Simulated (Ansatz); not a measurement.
Cs$_{2}$AgBiBr$_{6}$:
```xyz
10
Lattice="0.0000 5.7390 5.7390 5.7390 0.0000 5.7390 5.7390 5.7390 0.0000" Properties=species:S:1:pos:R:3 pbc="T T T"
Bi     0.0000     0.0000     0.0000
Ag     5.7390     5.7390     5.7390
Cs     2.8695     2.8695     2.8695
Cs     8.6085     8.6085     8.6085
Br     5.7390     2.8850     5.7390
Br     8.5930     5.7390     5.7390
Br     5.7390     8.5930     5.7390
Br     2.8850     5.7390     5.7390
Br     5.7390     5.7390     2.8850
Br     5.7390     5.7390     8.5930
```

This is the PBE-relaxed structure.

All from plane-wave PAW PBE (Ansatz code), unless another level is named. Estimate the bulk modulus (Birch–Murnaghan fit).

20.5 GPa.

What about the elastic constants (relaxed ions, GPa)?

C11 = 31.4, C12 = 15.2, C44 = 6.6.

Space group Fm-3m. The cell was relaxed with PBE under the symmetry of its start; phonons show weakly imaginary modes. No spin polarisation was allowed. Scalar-relativistic: spin–orbit coupling is off unless named, which matters more the heavier the elements.

Potentials: the later of the program's two PAW sets.
